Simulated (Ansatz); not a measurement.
ZrPbF$_{6}$, in the lowest of the structures calculated here: Cmme (No. 67), oS32; a = 7.5426 Å, b = 11.2193 Å, c = 5.3340 Å, α = 90.00°, β = 90.00°, γ = 90.00°; Zr 4a (0.250, 0.000, 0.000); Pb 4g (0.000, 0.250, 0.468); F 16o (0.313, 0.128, 0.256); F 8m (0.000, 0.070, 0.162). Computed with r2SCAN (plane waves to 500 eV, PAW, scalar-relativistic; Ansatz, a program for electronic structure). Element references, the lowest calculated here: Zr (P6/mmm, not the ambient form), Pb (Fm-3m), F (R-3m, a generated molecular cell); gases are represented by their molecular solids.

Task: What is the computed formation energy of this Cmme form of ZrPbF6 from the elements (r2SCAN)?

Result: -3.49 eV/atom.

Static energies, no anion corrections, no zero-point energy. Values are rounded to 0.01 eV/atom. Spin-orbit coupling is missing from these energies, which matters for elements this heavy. The compounds carry no spin polarisation.
